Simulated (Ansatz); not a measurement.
A geometry of In away from equilibrium: step 3 of the relaxation of a relaxed In cell, doubled along one cell vector, shaken by Gaussian noise of σ = 0.08 Å a coordinate. All values below come from r2SCAN (plane waves to 500 eV, PAW, scalar-relativistic; Ansatz, an electronic-structure program). Γ-centred k-mesh 8×4×6 on the run's cell (coarser than for final values), Fermi–Dirac smearing 0.05 eV.

```yaml
crystal:
  lattice:
    - [4.96256, 0.00837, 0.00073]
    - [-4.94807, 8.73735, 0.00712]
    - [0.00087, 0.00540, 5.87695]
  atoms:
    - { symbol: In, position: [0.04690, 0.02852, 0.26023] }
    - { symbol: In, position: [0.02182, 0.53071, 0.24421] }
    - { symbol: In, position: [0.95608, 0.96110, 0.75973] }
    - { symbol: In, position: [0.96701, 0.46493, 0.74330] }
    - { symbol: In, position: [0.35280, 0.35819, 0.23233] }
    - { symbol: In, position: [0.37950, 0.86087, 0.24697] }
    - { symbol: In, position: [0.63185, 0.13479, 0.73653] }
    - { symbol: In, position: [0.63139, 0.62897, 0.75814] }
```

Task: Predict the force on each atom, in eV/Å.

Result: 
```csv
atom,Fx,Fy,Fz
In1,0.01,0.28,0.02
In2,0.05,0.25,0.00
In3,0.01,-0.27,0.01
In4,0.05,-0.32,-0.02
In5,-0.04,0.02,0.00
In6,0.03,-0.02,-0.01
In7,-0.06,-0.06,-0.01
In8,-0.04,0.13,0.01
```

Task: What is the pressure?

Result: -0.1 GPa, compression positive.

Task: How much energy per atom can still be gained by relaxing?

Result: 0.12 eV/atom; the path ends in P2₁2₁2 (No. 18) at a tolerance of 0.01 Å, P4₂2₁2 (No. 94) at 0.1 Å.

No spin polarisation in the result.

The end of the path is a generated cell of In: the first start was made by placing the elements on the sites of a structure type, and the end was not matched to a known phase here, so it may be hypothetical. Known forms of In include space group No. 139.
